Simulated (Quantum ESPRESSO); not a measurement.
Parts of the isotropic shielding in BP, by PBE GIPAW (a modified build of Quantum ESPRESSO, JTH PAW datasets), 20 Ha, k-mesh 10×10×10 shifted:

```xyz
2
Lattice="0.0000 2.2661 2.2661 2.2661 0.0000 2.2661 2.2661 2.2661 0.0000" Properties=species:S:1:pos:R:3 pbc="T T T"
B      0.0000     0.0000     0.0000
P      1.1330     1.1330     1.1330
```
The cell comes from the Materials Project (a computed structure). It is BP in F-43m. Stability against distortions was not tested.

The core term is that of the free atom's frozen core; the paramagnetic column sums the reconstruction terms. These are absolute shieldings with no macroscopic susceptibility term; δ = σ_ref − σ needs a reference computed alike. By our sweeps, such settings leave a few ppm in absolute σ. The datasets of P hold no d projectors, which limits absolute σ on these atoms.

| site | core | bare (smooth current) | diamagnetic correction | paramagnetic corrections | σ_iso (ppm) |
|---|---|---|---|---|---|
| B (atom 1) | 165.3 | -9.1 | 2.9 | [?] | [?] |
| P (atom 2) | 908.8 | -13.3 | 2.8 | [?] | [?] |

Q: Complete the blanks.

A: 
- B (atom 1), paramagnetic corrections: -35.2
- B (atom 1), σ_iso (ppm): 123.9
- P (atom 2), paramagnetic corrections: -465.0
- P (atom 2), σ_iso (ppm): 433.3
